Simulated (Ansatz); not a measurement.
Data:

Ga:
```xyz
4
Lattice="2.2117 -3.7464 0.0000 2.2117 3.7464 0.0000 0.0000 0.0000 4.4339" Properties=species:S:1:pos:R:3 pbc="T T T"
Ga     2.2117    -1.1683     1.8413
Ga     2.2117     1.1683     2.5925
Ga     2.2117    -2.5780     4.0583
Ga     2.2117     2.5780     0.3756
```

This is the LDA-relaxed structure.

Task: All from plane-wave PAW LDA (Ansatz code), unless another level is named. Give the highest zone-centre frequency.

Result: 242 cm⁻¹.

Task: Predict the bulk modulus (Birch–Murnaghan fit).

Result: 65.9 GPa.

Space group Cmce (α-Ga). Symmetry was held in the LDA relaxation; of distortions, only those at the zone centre were tested. As this level gives no gap, phonon frequencies hold no LO–TO term and depend on the k-mesh and smearing (Fermi–Dirac, 0.1 eV here).

Potentials: the later of the program's two PAW sets.
